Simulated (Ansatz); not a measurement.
Ti$_{3}$CuC$_{2}$:
```cif
data_C4Cu2Ti6
_chemical_formula_sum 'Ti6 Cu2 C4'
_space_group_name_H-M_alt 'P 1'
_space_group_IT_number 1
_cell_length_a 3.05367
_cell_length_b 3.05367
_cell_length_c 17.85225
_cell_angle_alpha 90.000
_cell_angle_beta 90.000
_cell_angle_gamma 120.000
loop_
_space_group_symop_operation_xyz
  'x, y, z'
loop_
_atom_site_label
_atom_site_type_symbol
_atom_site_fract_x
_atom_site_fract_y
_atom_site_fract_z
_atom_site_occupancy
Ti1 Ti 0.66667 0.33333 0.36529 1
Ti2 Ti 0.33333 0.66667 0.63471 1
Ti3 Ti 0.33333 0.66667 0.86529 1
Ti4 Ti 0.66667 0.33333 0.13471 1
Ti5 Ti 0.00000 0.00000 0.50000 1
Ti6 Ti 0.00000 0.00000 0.00000 1
Cu1 Cu 0.00000 0.00000 0.75000 1
Cu2 Cu 0.00000 0.00000 0.25000 1
C1 C 0.33333 0.66667 0.42742 1
C2 C 0.66667 0.33333 0.57258 1
C3 C 0.66667 0.33333 0.92742 1
C4 C 0.33333 0.66667 0.07258 1
```

Relaxed with r²SCAN.

Tabulate the valence density and the electron localisation function along the shortest Ti–Cu contact (2.71 Å), plane-wave PAW r²SCAN (Ansatz code).



```csv
distance from Ti (Å),density (e/Å³),ELF
0.27,9.88,0.68
0.41,7.35,0.75
0.54,4.55,0.77
0.68,2.30,0.70
0.81,1.00,0.50
0.95,0.47,0.23
1.08,0.28,0.13
1.22,0.23,0.17
1.36,0.22,0.28
1.49,0.25,0.31
1.63,0.33,0.26
1.76,0.46,0.21
1.90,0.91,0.17
2.03,2.15,0.15
2.17,5.66,0.16
2.30,15.45,0.27
2.44,36.73,0.55
```

The density is the valence pseudo-density with augmentation charge, so density and ELF within about 1 Å of a nucleus are not all-electron values.

Space group P6_3/mmc. The start of the workflow was typed in or built on a structure type; neither database checked (COD, Materials Project) lists it. Whether it is the stable phase at ambient conditions was not checked. The r²SCAN relaxation kept the symmetry of its start; whether a distortion lowers the energy is not shown. No spin polarisation was allowed.

Potentials: the earlier of the program's two PAW sets.
